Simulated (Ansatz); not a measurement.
MoSi$_{2}$ (MoSi2 type, space group I4/mmm)

```yaml
crystal:
  lattice:
    - [-1.60086, 1.60086, 3.90929]
    - [1.60086, -1.60086, 3.90929]
    - [1.60086, 1.60086, -3.90929]
  atoms:
    - { symbol: Mo, position: [0.00000, 0.00000, 0.00000] }
    - { symbol: Si, position: [0.33530, 0.33530, 0.00000] }
    - { symbol: Si, position: [0.66470, 0.66470, 0.00000] }
```

The relaxed cell is deformed in two ways at once: its volume V is scaled, and at that volume it is stretched along z (the c axis of the conventional cell) so that c/a changes. Fractional atomic positions are held.

Calculation: r2SCAN (plane waves to 500 eV, PAW, scalar-relativistic; Ansatz, a program for electronic structure). k mesh 14×14×14 (Γ-centred), Fermi-Dirac smearing 0.05 eV. Stress and pressure are positive under compression. As the atoms are clamped, bonds stretch with the cell, which overstates energies and stresses. With partly filled bands, the response to shear is sensitive to the k mesh, so small differences along c/a are uncertain. MoSi2 is run without spin polarisation. MoSi2 was relaxed with its symmetry unable to fall. 

```tsv
σxx (GPa)	V/V₀ = 0.920	V/V₀ = 0.947	V/V₀ = 0.973	V/V₀ = 1.000	V/V₀ = 1.027	V/V₀ = 1.053	V/V₀ = 1.080
(c/a)/(c/a)₀ = 0.880	4.9	-1.9	___	___	-17.0	-20.7	-23.8
(c/a)/(c/a)₀ = 0.920	9.7	2.5	-3.7	-9.0	-13.6	-17.5	-20.9
(c/a)/(c/a)₀ = 0.960	15.4	___	1.1	-4.6	-9.5	-13.7	-17.4
(c/a)/(c/a)₀ = 1.000	21.1	13.0	6.0	0.0	-5.2	-9.8	-13.7
(c/a)/(c/a)₀ = 1.040	26.5	18.1	10.8	4.5	-1.0	-5.8	-9.9
(c/a)/(c/a)₀ = 1.080	31.5	22.9	15.3	8.8	3.0	-1.9	-6.3
(c/a)/(c/a)₀ = 1.120	36.0	27.2	19.4	___	6.8	1.6	-2.9
```

### Question
Fill in the missing entries.

### Answer

- (c/a)/(c/a)₀ = 0.880, V/V₀ = 0.973: -7.8
- (c/a)/(c/a)₀ = 0.880, V/V₀ = 1.000: -12.8
- (c/a)/(c/a)₀ = 0.960, V/V₀ = 0.947: 7.7
- (c/a)/(c/a)₀ = 1.120, V/V₀ = 1.000: 12.7

(Under strain, the slope of the energy per volume gives the stress and its curvature an elastic modulus.)
